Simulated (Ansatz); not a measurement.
**What moves the field gradients of BaZnPF?**

Cell of run 1: an entry of the Crystallography Open Database (COD), taken as it stands.

```
Ba Zn P F
1.0
     4.15634    0.00000    0.00000
     0.00000    4.15634    0.00000
     0.00000    0.00000    9.45743
Ba Zn P F
2 2 2 2
Direct
  0.50000 0.00000 0.33177
  0.00000 0.50000 0.66823
  0.50000 0.50000 0.00000
  0.00000 0.00000 0.00000
  0.00000 0.50000 0.14910
  0.50000 0.00000 0.85090
  0.50000 0.50000 0.50000
  0.00000 0.00000 0.50000
```

Atoms are numbered from 1 in the order listed; like atoms form one site, named after its first atom.

Relaxed positions (PBE, cell held):

```
CELL_PARAMETERS angstrom
4.15634 0.00000 0.00000
0.00000 4.15634 0.00000
0.00000 0.00000 9.45743
ATOMIC_POSITIONS crystal
Ba 0.50000 0.00000 0.33042
Ba 0.00000 0.50000 0.66958
Zn 0.50000 0.50000 0.00000
Zn 0.00000 0.00000 0.00000
P 0.00000 0.50000 0.14924
P 0.50000 0.00000 0.85076
F 0.50000 0.50000 0.50000
F 0.00000 0.00000 0.50000
```

All runs are DFT with Ansatz 0.2.0 (plane waves and PAW, scalar-relativistic unless spin–orbit coupling is named, Γ-centred meshes, Fermi–Dirac smearing where given) in this cell.

Run 1: PBE, atoms as given; 420 eV, 8×8×4 k-points, smearing 0.05 eV.
Run 2: PBE, atoms relaxed; 420 eV, 8×8×4 k-points, smearing 0.05 eV.
Run 3: r2SCAN, at the relaxed atoms; 500 eV, 8×8×4 k-points, smearing 0.05 eV.
Run 4: PBE with spin–orbit coupling, at the relaxed atoms; 420 eV, 8×8×4 k-points, smearing 0.05 eV.

| run | Ba V_zz (η) | P V_zz (η) | F V_zz (η) |
| --- | --- | --- | --- |
| 1 | -0.80 (0.00) | -1.47 (0.00) | 1.21 (0.00) |
| 2 | -0.92 (0.00) | -1.47 (0.00) | 1.30 (0.00) |
| 3 | -0.63 (0.00) | -1.34 (0.00) | 1.23 (0.00) |
| 4 | ? | ? | ? |

V_zz in 10²¹ V/m²; 3 of the 4 sets of like atoms are followed.

Question: Estimate the row of run 4.

Answer: Ba: -0.92 (0.00); P: -1.47 (0.00); F: 1.30 (0.00). It lies nearest to run 2, from whose tensors on these sites it differs by 0.01 at most (largest principal value of the difference). Taken one at a time, the functional (r2SCAN with its higher cutoff) moves the tensors on these sites by up to 0.30 (largest principal value of the change, on Ba), the positions of the atoms (as given or relaxed) by 0.12 (Ba), spin–orbit coupling by 0.01.

In runs 1, 2, 3, 4 the gap is small for the k-mesh or the smearing, and small gradients can still move by 0.1 × 10²¹ V/m² or more.
